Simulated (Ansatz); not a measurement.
## Computed properties of AlPd

AlPd:
```cif
data_Al2Pd2
_chemical_formula_sum 'Al2 Pd2'
_space_group_name_H-M_alt 'P 1'
_space_group_IT_number 1
_cell_length_a 5.20811
_cell_length_b 5.20811
_cell_length_c 4.21473
_cell_angle_alpha 90.000
_cell_angle_beta 90.000
_cell_angle_gamma 148.874
loop_
_space_group_symop_operation_xyz
  'x, y, z'
loop_
_atom_site_label
_atom_site_type_symbol
_atom_site_fract_x
_atom_site_fract_y
_atom_site_fract_z
_atom_site_occupancy
Al1 Al 0.65514 0.34486 0.25000 1
Pd1 Pd 0.91053 0.08947 0.25000 1
Al2 Al 0.34486 0.65514 0.75000 1
Pd2 Pd 0.08947 0.91053 0.75000 1
```

Space group Cmcm (No. 63); conventional cell a = 2.7947 Å, b = 10.0343 Å, c = 4.2147 Å, α = 90.00°, β = 90.00°, γ = 90.00°.

Method: the program Ansatz at the r²SCAN level (PAW). Structure relaxed to zero pressure with the same functional. Other levels are named where they apply.

Cell and energy:

| Item | Result |
|---|---|
| Volume per atom | 14.77 Å³ |
| Density | 7.50 g/cm³ |
| Formation energy from the elements (no fitted shifts) | -0.73 eV/atom |

Electronic structure:

| Property | Result |
|---|---|
| Electronic character | metallic (no gap) |
| Density of states at the Fermi level | 0.34 states/eV per atom (mean over ±0.08 eV) |

Mechanics:

| Property | Result |
|---|---|
| Bulk modulus (Birch–Murnaghan fit) | 1530 kbar |
| Pressure derivative B′ | 4.9 |

Charges:

| Item | Result |
|---|---|
| Bader charges | Al +1.74, Pd -1.74 e |

The start of the workflow was typed in or built on a structure type; neither database checked (COD, Materials Project) lists it. Whether it is the stable phase at ambient conditions was not checked. Symmetry was held in the r²SCAN relaxation; its stability against distortions is not shown here. The run is not spin-polarised. Axis ratios of metals converge slowly with the k-mesh, so a and c are less sure than the volume. The references are the lowest solids computed at this level, not always the standard phases. Scalar-relativistic: spin–orbit coupling is off unless named, which matters more the heavier the elements.

Potentials: the later of the program's two PAW sets.
